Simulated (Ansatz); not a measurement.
**Ansatz run, LaYSi**

The input, for Ansatz 0.2.0 (plane waves, PAW):

```yaml
crystal:
  lattice:
    - [7.587508, 0.0, 0.0]
    - [0.0, 4.642271, 0.0]
    - [0.0, 0.0, 8.10186]
  atoms:
    - { symbol: "Y", position: [0.006, 0.25, 0.6978] }
    - { symbol: "Y", position: [0.494, 0.75, 0.1978] }
    - { symbol: "Y", position: [0.506, 0.25, 0.8022] }
    - { symbol: "Y", position: [0.994, 0.75, 0.3022] }
    - { symbol: La, position: [0.193, 0.25, 0.086] }
    - { symbol: La, position: [0.307, 0.75, 0.586] }
    - { symbol: La, position: [0.693, 0.25, 0.414] }
    - { symbol: La, position: [0.807, 0.75, 0.914] }
    - { symbol: Si, position: [0.305, 0.25, 0.431] }
    - { symbol: Si, position: [0.195, 0.75, 0.931] }
    - { symbol: Si, position: [0.805, 0.25, 0.069] }
    - { symbol: Si, position: [0.695, 0.75, 0.569] }
  symmetry: { tolerance: 0.0003 }
kpoints:
  mp_grid: { grid: [5, 7, 4], shift: [0, 0, 0] }
  band_path:
    path:
      - [0.0, 0.0, 0.0]
      - [0.5, 0.0, 0.0]
      - [0.5, 0.5, 0.0]
      - [0.0, 0.5, 0.0]
      - [0.0, 0.0, 0.0]
      - [0.0, 0.0, 0.5]
      - [0.5, 0.0, 0.5]
      - [0.5, 0.5, 0.5]
      - [0.0, 0.5, 0.5]
      - [0.0, 0.0, 0.5]
      - [0.5, 0.0, 0.0]
    npoints: 6
magnetization:
  spin_polarized: false
scf:
  occupations: { method: fermi_dirac }
  lower_state_search: "off"
  max_iter: 200
hamiltonian:
  pseudopotentials: { kind: paw }
  xc: pbe
basis:
  ecutwfc: 420
  fft_grid_basis: typed
output:
  forces: true
  stress: true
  eigenvalues: true
  bader: true
  populations: true
  elf: true
  write_potential: true
  volumetric_format: npy
  dos:
    e_range: [-12, 8]
    de: 0.05
    projected: { site_lists: { La: [La], Si: [Si], "Y": ["Y"] } }
checkpoint:
  read: saved_state
```

The saved state is an earlier solution for the same cell, perhaps on another mesh. 

Parts of the output:

```
La: projections on atomic orbitals take those of the free atom [Kr 4d10] 4f0 5s2 5p6 5d1 6s2, of charge +0.00 (hamiltonian.pseudopotentials.projection_atoms); the dataset's partial waves leave at most 1.9e-5 of an orbital's norm unspanned inside its sphere
Pseudopotentials: kind: paw
Pseudopotential: Y, paw, valence charge 11, recommended cutoff 420 eV (normal), Y.paw.azcp
Pseudopotential: La, paw, valence charge 11, recommended cutoff 420 eV (normal), La.paw.azcp
Pseudopotential: Si, paw, valence charge 4, recommended cutoff 420 eV (normal), Si.paw.azcp
Functional definition: PBE
  exchange = pbe_x(kappa = kappa, mu = beta*pi^2/3)
  correlation = pbe_c(beta = beta)
Crystal: 12 atoms, lattice volume = 285.374 Å³
Basis set: ecut = 420 eV, 5573 PW (Γ), exchange–correlation on 108×64×120 points (8 copies of the dense FFT grid, shifted against one another)
Bands: 64, of which v1, the nominal top of the filled ones, is band 52 counted from 1 (51 counted from 0)
Symmetry: 8 space group operations
Space group: Pnma (ITA 62), of the structure as read, at distance tolerance 2.0e-3 Å
k-points: 36 of 140
Initial density: read from a saved state, or passed on in memory by an earlier SCF of this step, an earlier step, the calling program or the single point that the run made first
Functional: x = pbe(κ = 0.804, μ = 0.2195), c = pbe(β = 0.0667)
SCF iter   1: F=—  Δρ=7.38e-4  dr2=2.22e-3
SCF iter   2: F=—  Δρ=4.38e-4  dr2=9.05e-4
SCF iter   3: F=—  Δρ=6.42e-5  dr2=1.52e-5
SCF iter   4: F=—  Δρ=1.18e-5  dr2=5.33e-7
SCF iter   5: F=-42939.3367 eV  Δρ=2.66e-6  dr2=2.19e-8
Free energy (F): -42939.3367 eV
Harris-Foulkes:  -42939.3367 eV  (|F-HF|=2.18e-9)
Internal energy: -42938.9745 eV  (E = F + TS)
E sigma→0 (E₀):  -42939.1556 eV
Entropy (-TS):   -0.3623 eV (-30.188 meV/atom)
Fermi energy:    12.4895 eV
--- Per-component energies (eV) ---
  E_band       = -359.1771
  E_kinetic    = 2194.9716
  E_local      = -3425.6295  (includes V_loc(G=0)·N_el)
  E_nonlocal   = 687.7984
  E_hartree    = 1128.5597
  E_xc         = -1491.0377
  E_vxc        = -1599.9462  (∫ρ·V_xc dr)
  E_paw        = -35016.9865  (= ΣΔE_a)
  E_vpaw       = -473.4903  (= ΣTr[D̂ρ^β])
  E_aug_tail   = 0.0000  (compensation charges beyond the density's cutoff)
  E_ewald      = -7016.6505
  E_smearing   = -0.3623  (= −TS)
--- Forces (eV/Å), atoms counted from 1 ---
  atom   1  Y      0.0230     0.0000    -0.0611
  atom   2  Y     -0.0230     0.0000    -0.0611
  atom   3  Y      0.0230     0.0000     0.0611
  atom   4  Y     -0.0230     0.0000     0.0611
  atom   5  La    -0.2821     0.0000     1.8326
  atom   6  La     0.2821     0.0000     1.8326
  atom   7  La    -0.2821     0.0000    -1.8326
  atom   8  La     0.2821     0.0000    -1.8326
  atom   9  Si    -0.4806     0.0000    -1.4715
  atom  10  Si     0.4806     0.0000    -1.4715
  atom  11  Si    -0.4806     0.0000     1.4715
  atom  12  Si     0.4806     0.0000     1.4715
--- Stress (GPa, compression-positive) ---
        5.6578       0.0000       0.0000
        0.0000      20.7731       0.0000
        0.0000       0.0000       9.1790
  P = ⅓ Tr σ = 11.8700 GPa (118.700 kbar)
--- Bader charges: 12 sites ---
  site symbol  charge [e]  shift [e]
     0      Y      1.1632     0.0000
     1      Y      1.1632     0.0000
     2      Y      1.1631     0.0000
     3      Y      1.1631     0.0000
     4     La      0.5167     0.0006
     5     La      0.5167     0.0006
     6     La      0.5167     0.0006
     7     La      0.5167     0.0006
     8     Si     -1.6799     0.0006
     9     Si     -1.6799     0.0006
    10     Si     -1.6799     0.0006
    11     Si     -1.6799     0.0006
```

Total energies depend on the potentials used, so only differences within one code and one set of settings carry meaning.

Origin: a known structure type with other elements, at an estimated volume, so it need not be a known compound. Caveats: atoms or cell far from equilibrium; f levels without a U or exact exchange are poorly placed.
